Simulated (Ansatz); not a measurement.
The start is a relaxed NaYCl4 cell, doubled along one cell vector, shaken by Gaussian noise of σ = 0.08 Å a coordinate. The cell and all atomic positions are relaxed at zero pressure with r2SCAN (plane waves to 500 eV, PAW, scalar-relativistic; Ansatz, a quantum-chemistry and plane-wave program). The first steps use a coarse 3×5×5 k-mesh.

Input geometry:
```
NaYCl4
1.0
   -7.42648     7.42648     7.23887
    3.71324    -3.71324     3.61943
    3.71324     3.71324    -3.61943
Na Cl Y
2 8 2
Direct
  0.13204   0.74577   0.52643
  0.62633   0.75588   0.49111
  0.30301   0.01426   0.99660
  0.80481   0.02745   0.02036
  0.00885   0.61189   0.99844
  0.51377   0.60057   0.99918
  0.48690   0.96250   0.57400
  0.99828   0.99044   0.61119
  0.20258   0.39698   0.41481
  0.69496   0.37240   0.39644
  0.99538   0.98086   0.00397
  0.49500   0.98235   0.96685
```

What is the largest force in the starting geometry, and on which atom (counted from 1)?

1.52 eV/Å, on Y11 (atoms numbered as listed).

By how much does the energy per atom fall from start to end?

0.17 eV/atom.

How does the volume per atom move from start to end?

-9.9 %, from 33.27 to 29.98 Å³/atom.

Does it find its way back to the structure it was made from?

It does not go back: it reaches I-4m2 (No. 119), 141 meV/atom below the parent.

How do the shortest distances between atoms change?

The closest pairs of elements (up to four, under 3.6 Å), start → end: Cl–Y 2.41 → 2.58 Å; Cl–Na 2.55 → 2.73 Å; Cl–Cl 3.63 → 3.59 Å.

Is the relaxed structure metallic? Give its gap.

4.35 eV, indirect (valence top at X, conduction bottom at Γ) (no spin-orbit coupling).

Write out the relaxed structure.


```cif
data_Cl8Na2Y2
_chemical_formula_sum 'Na2 Cl8 Y2'
_space_group_name_H-M_alt 'I-4m2'
_space_group_IT_number 119
_space_group_name_Hall 'I -4 -2'
_cell_length_a 5.35013
_cell_length_b 5.35013
_cell_length_c 12.56681
_cell_angle_alpha 90.000
_cell_angle_beta 90.000
_cell_angle_gamma 90.000
loop_
_atom_site_label
_atom_site_type_symbol
_atom_site_symmetry_multiplicity
_atom_site_Wyckoff_symbol
_atom_site_fract_x
_atom_site_fract_y
_atom_site_fract_z
_atom_site_occupancy
Na1 Na 2 b 0.00000 0.00000 0.50000 1
Cl1 Cl 4 f 0.00000 0.50000 0.04457 1
Cl2 Cl 4 e 0.00000 0.00000 0.26510 1
Y1 Y 2 c 0.00000 0.50000 0.25000 1
```
(The calculation used a cell of 6 atoms; values per cell refer to that cell.)

Final values are on a 9×9×9 k-mesh of the relaxed cell. No spin polarisation in the result.

The relaxed structure here is a generated cell of NaYCl4: the first start was made by placing the elements on the sites of a structure type, and the end was not matched to a known phase here, so it may be hypothetical.
